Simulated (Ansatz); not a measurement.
Input for Ansatz (plane-wave DFT, PAW):

```yaml
crystal:
  lattice:
    - [-1.5488385003, 1.5488385003, 1.5488385003]
    - [1.5488385003, -1.5488385003, 1.5488385003]
    - [1.5488385003, 1.5488385003, -1.5488385003]
  atoms:
    - { symbol: Mo, position: [0.0, 0.0, 0.0] }
basis:
  ecutwfc: 420
kpoints:
  mp_grid: { grid: [18, 18, 18] }
hamiltonian:
  xc: pbesol
scf:
  occupations: { method: gaussian, width: 0.1 }
output:
  forces: true
  stress: true
  eigenvalues: true
```

Command:
```bash
ansatz run input.yaml --threads 1 --pin off --max-ram 2560MiB --backend cpu --events-out ev --progress --plain --runs-dir out
```

Theory: Ansatz, DFT PBEsol, scalar-relativistic, plane waves, PAW.

Part of what the program printed, abridged:

```
Pseudopotentials: kind: paw
Pseudopotential: Mo, paw, valence charge 14, recommended cutoff 420 eV (normal)
Functional definition: PBEsol
Crystal: 1 atom, lattice volume = 14.862 Å³
Basis set: ecut = 420 eV, 321 PW (Γ), exchange–correlation on 36×36×36 points (8 copies of the dense FFT grid, shifted against one another)
Bands: 11, of which v1, the nominal top of the filled ones, is band 7 counted from 1 (6 counted from 0)
Symmetry: 48 space group operations
Space group: Im-3m (ITA 229), of the structure as read, at distance tolerance 2.5e-5 Å
k-points: 195 of 5832
Initial density: superposition of atomic densities (neutral atoms: chi_scale 0, normalization atom), corrected by the library's trained network
Initial wavefunctions: pseudopotential atomic-orbital guess
Functional: x = pbesol(κ = 0.804, μ = 0.12345679), c = pbesol(β = 0.046)
SCF iter   1: F=—  HF=-4897.458422 eV  |F-HF|=—  |Δ(HF+E_count)|=         —  Δρ=6.40e-3  dr2=3.85e-3  ethr=1.77e-3  ⟨swp⟩=5.0  Hψ=12469  notcnv=0
SCF iter   2: F=—  HF=-4897.457095 eV  |F-HF|=—  |Δ(HF+E_count)|=   1.33e-3  Δρ=2.47e-3  dr2=2.37e-4  ethr=2.75e-5  ⟨swp⟩=2.3  Hψ=4559  notcnv=0
SCF iter   3: F=—  HF=-4897.457065 eV  |F-HF|=—  |Δ(HF+E_count)|=   3.03e-5  Δρ=9.12e-4  dr2=3.06e-5  ethr=1.69e-6  ⟨swp⟩=1.0  Hψ=2125  notcnv=0
SCF iter   4: F=—  HF=-4897.457061 eV  |F-HF|=—  |Δ(HF+E_count)|=   3.86e-6  Δρ=4.34e-5  dr2=7.80e-8  ethr=2.19e-7  ⟨swp⟩=1.0  Hψ=2181  notcnv=0
SCF iter   5: F=-4897.457061 eV  HF=-4897.457061 eV  |F-HF|=1.16e-9  |Δ(HF+E_count)|=   5.80e-8  Δρ=4.17e-6  dr2=1.89e-9  ethr=5.57e-10  ⟨swp⟩=2.1  Hψ=3195  notcnv=0
SCF iter   6: F=-4897.457061 eV  HF=-4897.457061 eV  |F-HF|=5.46e-12  |Δ(HF+E_count)|=  5.07e-10  Δρ=6.64e-7  dr2=2.04e-11  ethr=1.35e-11  ⟨swp⟩=1.8  Hψ=6635  notcnv=0
SCF 1 converged in 6 iterations: F = -4897.457061 eV  dr2 = 2.04e-11
SCF converged after 6 iterations
Free energy (F): -4897.457061 eV
Harris-Foulkes:  -4897.457061 eV  (|F-HF|=5.46e-12)
Internal energy: -4897.454990 eV  (E = F + TS)
E sigma→0 (E₀):  -4897.456026 eV
Entropy (-TS):   -0.002071 eV (-2.071 meV/atom)
Fermi energy:    22.265880 eV
--- Per-component energies (eV) ---
  E_band       = -39.372326
  E_kinetic    = 443.098738
  E_local      = -748.624181  (includes V_loc(G=0)·N_el)
  E_nonlocal   = 144.792294
  E_hartree    = 248.168139
  E_xc         = -183.222387
  E_vxc        = -229.559529  (∫ρ·V_xc dr)
  E_paw        = -3144.002401  (= ΣΔE_a)
  E_vpaw       = -145.416083  (= ΣTr[D̂ρ^β])
  E_aug_tail   = 0.000040  (compensation charges beyond the density's cutoff)
  E_ewald      = -1657.874531
  E_core_change = 0.209299  (= ΣΔE_core)
  E_smearing   = -0.002071  (= −TS)
--- Forces (eV/Å), atoms counted from 1 ---
  atom   1  Mo     0.00000000     0.00000000     0.00000000
--- Stress (GPa, compression-positive) ---
        9.162789       0.000000       0.000000
        0.000000       9.162789       0.000000
        0.000000       0.000000       9.162789
  P = ⅓ Tr σ = 9.1628 GPa (91.628 kbar)
--- Band table (eV; the first three rows and the last of 195) ---
  k-point 0: bands = ["-38.9748", "-12.1276", "-12.1276", "-12.1276", "14.8053", "20.7686", "20.7686", "20.7686", "23.9719", "23.9719", "36.9626"]
  k-point 1: bands = ["-38.9652", "-12.1815", "-12.1440", "-12.1281", "14.9508", "20.6844", "20.7551", "20.9066", "23.8434", "23.9735", "37.0759"]
  k-point 2: bands = ["-38.9375", "-12.3348", "-12.1909", "-12.1294", "15.3642", "20.4508", "20.6957", "21.3148", "23.5636", "23.9843", "37.3545"]
  k-point 194: bands = ["-38.4222", "-13.2560", "-13.2560", "-13.2560", "16.3721", "16.3721", "26.5372", "26.5372", "26.5372", "31.6454", "31.6454"]
```

The calculation finished and met its thresholds.

The run took 1.5 s on 1 thread of Arm Neoverse V2 (shared host), peak memory 0.29 GiB.